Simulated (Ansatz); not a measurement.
TiSn$_{2}$O$_{6}$ (C2/m) at 3 levels of theory

One geometry, relaxed with PBE; plane waves with PAW potentials in Ansatz, scalar-relativistic. No spin polarisation. +U rows take U_eff Ti 4.00 eV on the d shells. Gaps are the least over mesh and band path; pressure is positive in compression.

Space group C2/m (No. 12). a = 14.939 Å, b = 3.136 Å, c = 4.827 Å, α = 90.00°, β = 92.75°, γ = 90.00°
| atom | site | symmetry | x | y | z |
| --- | --- | --- | --- | --- | --- |
| Ti | 2c | 2/m | 0.0000 | 0.0000 | 0.5000 |
| Sn | 4i | m | 0.3445 | 0.0000 | 0.9751 |
| O | 4i | m | 0.4411 | 0.0000 | 0.6743 |
| O | 4i | m | 0.2740 | 0.5000 | 0.7851 |
| O | 4i | m | 0.0927 | 0.0000 | 0.8062 |

| level | cutoff (eV) | k mesh | gap (eV) | pressure (GPa) |
| --- | --- | --- | --- | --- |
| PBE | 420 | 10×10×6 | 1.89 | 0.0 |

What comes out on the same cell with r2SCAN, PBE+U?

| level | cutoff (eV) | k mesh | gap (eV) | pressure (GPa) |
| --- | --- | --- | --- | --- |
| r2SCAN | 500 | 10×10×6 | 2.32 | -6.6 |
| PBE+U | 420 | 10×10×6 | 2.18 | 0.8 |

It was reached by relaxing an invented guess, and it needn't be the stable form of this composition.
